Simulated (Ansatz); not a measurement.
Input:

Starting cell, AlN (zinc blende):

```xyz
4
Lattice="0.0000 4.3698 4.3698 2.1849 2.1849 4.3698 2.1849 2.1849 0.0000" Properties=species:S:1:pos:R:3 pbc="T T T"
N      3.2774     3.2774     3.2774
N      3.2774     5.4623     5.4623
Al     0.0000     0.0000     0.0000
Al     2.1849     4.3698     6.5547
```

The atoms are displaced by Q × the pattern below (from a DFPT mode at X = (0.5, 0.5, 0.0), largest move 1; Q in Å), at fixed cell. (q is in reciprocal vectors of the primitive cell; the cell shown is doubled to hold the pattern.)

| atom | x | y | z |
|---|---|---|---|
| Al3 | 0.000 | 0.000 | 1.000 |
| Al4 | 0.000 | 0.000 | -1.000 |

Atoms not listed stay in place.

Calculation: r2SCAN (plane waves to 500 eV, PAW, scalar-relativistic; Ansatz, a quantum-chemistry and plane-wave program). k mesh 13×13×13 (Γ-centred), Fermi-Dirac smearing 0.05 eV. The energy includes the smearing's −TS. As the smearing reaches across the gap at some points, energies and forces of such displacements shift with the k mesh and the smearing. AlN was relaxed with its symmetry unable to fall. The zero of ΔE is the undisplaced structure.

The scan covers Q from -0.280 to 0.280 Å in 13 points.

### Question
Which space group does the distorted structure have?

### Answer
P-4m2 (No. 115), lowered from F-43m.

### Question
What is the energy change at Q = 0.280 Å?

### Answer
2607 meV/cell.

### Question
What harmonic wavenumber does the curvature at Q = 0 give?

### Answer
597 cm⁻¹.

(For displaced atoms, the force is minus the slope of the energy, and its curvature is a force constant, which sets phonon frequencies.)
